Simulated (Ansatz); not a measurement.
# What moves the field gradients of Si₃N₄?

Cell of run 1: an entry of the Crystallography Open Database (COD; perhaps a calculated or model structure), taken as it stands.

Space group P6_3/m (No. 176); a = 7.6044, c = 2.9063 Å, γ = 120.00°.

| site | Wyckoff | site symmetry | x | y | z |
| --- | --- | --- | --- | --- | --- |
| Si | 6h | m.. | 0.7685 | 0.1746 | 0.2500 |
| N7 | 6h | m.. | 0.0306 | 0.3303 | 0.2500 |
| N13 | 2d | -6.. | 0.6667 | 0.3333 | 0.2500 |

One atom of each set is listed.

Relaxed positions (PBE, cell held):

Si (0.7680, 0.1741, 0.2500)
N7 (0.0300, 0.3299, 0.2500)
N13 (0.6667, 0.3333, 0.2500)

All runs are DFT with Ansatz 0.2.0 (plane waves and PAW, scalar-relativistic unless spin–orbit coupling is named, Γ-centred meshes, Fermi–Dirac smearing where given) in this cell.

Run 1: PBE, atoms as given; 420 eV, 4×4×10 k-points, smearing 0.02 eV.
Run 2: PBE, atoms relaxed; 420 eV, 4×4×10 k-points, smearing 0.02 eV.
Run 3: r2SCAN, at the relaxed atoms; 500 eV, 4×4×10 k-points, smearing 0.02 eV.

Task: What does each run give, and what moves the gradients most?

Result: 

| run | Si V_zz (η) | N7 V_zz (η) | N13 V_zz (η) |
| --- | --- | --- | --- |
| 1 | 0.98 (0.40) | -4.94 (0.07) | -4.91 (0.00) |
| 2 | 0.98 (0.41) | -4.94 (0.07) | -4.90 (0.00) |
| 3 | 0.98 (0.38) | -4.92 (0.08) | -4.97 (0.00) |

V_zz in 10²¹ V/m². Against run 1, the gradient tensors on these sites move by at most 0.03 in run 2 (N7), 0.07 in run 3 (N7). Taken one at a time, the functional (r2SCAN with its higher cutoff) moves the tensors on these sites by up to 0.07 (largest principal value of the change, on N13), the positions of the atoms (as given or relaxed) by 0.03 (N7).

The cell isn't the equilibrium one in runs 1, 2 (calculated pressure 6, 6 GPa), and the entry's cell may itself be off.
